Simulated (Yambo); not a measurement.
BSE-type run in Yambo on K2PdC2 (space group P-3m1, No. 164), at zero momentum.

Quantum ESPRESSO step (LDA, PseudoDojo standard norm-conserving files, scalar-relativistic):
```
&CONTROL
  calculation = 'nscf'
  pseudo_dir = './pseudo'
  outdir = './out'
/
&SYSTEM
  ibrav = 0
  nat = 5
  ntyp = 3
  ecutwfc = 82.0
  ecutrho = 328.0
  occupations = 'fixed'
  force_symmorphic = .true.
  nbnd = 70
/
&ELECTRONS
  conv_thr = 5e-09
  diago_full_acc = .true.
  diago_thr_init = 1e-08
/
ATOMIC_SPECIES
C 12.0110 C.upf
K 39.0983 K.upf
Pd 106.4200 Pd.upf
CELL_PARAMETERS angstrom
  5.118180043000   0.000000000000   0.000000000000
 -2.559090021000   4.432473938000   0.000000000000
  0.000000000000   0.000000000000   5.258140000000
ATOMIC_POSITIONS crystal
C   0.000000000000   0.000000000000   0.620200000000
C   0.000000000000   0.000000000000   0.379800000000
K   0.666666667000   0.333333333000   0.720200000000
K   0.333333333000   0.666666667000   0.279800000000
Pd   0.000000000000   0.000000000000   0.000000000000
K_POINTS automatic
6 6 4 0 0 0
```

Yambo input:
```
rim_cut
optics
bse
bss
dipoles
em1s
RandQpts= 1000000
RandGvec= 1 Ry
FFTGvecs= 40 Ry
Chimod= "HARTREE"
BSKmod= "SEX"
BSEmod= "resonant"
BSSmod= "hs"
BSENGexx= 15 Ry
BSENGBlk= 1 Ry
% KfnQP_E
 1.108 | 1.0 | 1.0 |
%
% BSEQptR
 1 | 1 |
%
% BSEBands
 15 | 29 |
%
% BEnRange
 0.0 | 8.2 | eV
%
% BDmRange
 0.15 | 0.15 | eV
%
BEnSteps= 164
% BLongDir
 1.0 | 0.0 | 0.0 |
%
BSHayTrs= -0.02
BSSNEig= 24
WRbsWF
% BndsRnXs
 5 | 66 |
%
NGsBlkXs= 1 Ry
% LongDrXs
 1.0 | 1.0 | 1.0 |
%
```

From the report:

The dimension is k points × valence × conduction bands = 144 × 8 × 7 = 8064.
```
   [SLEPC] Approach                          : Krylov-Schur
   [SLEPC] Number of requested eigenvalues   :  24
   [SLEPC] Number of eigenvalues        [NEV]:  24
    [K] Dimension                                    :   8064
    [K] Bands                                        :  15  29
    [K] Exchange res                                 : yes
    [K] Correlation res                              : yes
    [K] W interaction is bare                        : no
    [K] RL vectors exchange                          :   787
    [K] RL vectors correlation                       :  23
    [W] Matrix size                                  :  23
    [W] Bands                                        :    5   66
    [W] Coulomb Cutoff                               : none
    [W] Hxc Kernel                                   : HARTREE
```

Spin-orbit coupling is not included.

Geometry of the Materials Project entry, not relaxed at this level.

The structure is a Materials Project entry; no match was found in the copy of COD used, and its stability was not checked.
